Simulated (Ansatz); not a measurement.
Sn:
```yaml
crystal:
  lattice:
    - [0.00000, 3.28673, 3.28673]
    - [3.28673, 0.00000, 3.28673]
    - [3.28673, 3.28673, 0.00000]
  atoms:
    - { symbol: Sn, position: [0.50000, 0.50000, 0.50000] }
    - { symbol: Sn, position: [0.75000, 0.75000, 0.75000] }
```

Relaxed with PBE+D3(BJ). Special points in fractions of this cell's reciprocal vectors: Γ (0.000, 0.000, 0.000); X (0.500, 0.000, 0.500); U (0.625, 0.250, 0.625); K (0.375, 0.375, 0.750); L (0.500, 0.500, 0.500); W (0.500, 0.250, 0.750).

Question: List the band energies nearest the Fermi level at these points for PBE+D3(BJ) (plane waves, PAW; program Ansatz).

Answer: In eV from the Fermi level; about four levels below and three above (degenerate sets whole), none deeper than 8.9 eV; points with the same levels are listed once.

```tsv
k	below	above
Γ	-0.88	0.10 0.10 0.10
X	-7.36 -7.36 -2.32 -2.32	0.88 0.88 7.50 7.50
U	-7.76 -6.90 -3.18 -1.98	1.14 3.33 5.62
L	-6.14 -1.04 -1.04 -0.06	3.23 3.23 5.69
W	-7.31 -7.31 -2.86 -2.86	3.33 3.33 4.04 4.04
```

Space group Fd-3m (diamond). This is a known low-temperature phase of the composition, computed here at zero pressure and temperature. The cell was relaxed with PBE+D3(BJ) under the symmetry of its start; its stability against distortions is not shown here. The pairwise dispersion correction was not fitted to metals. Scalar-relativistic: spin–orbit coupling is off unless named, which matters more the heavier the elements.

Potentials: the later of the program's two PAW sets.
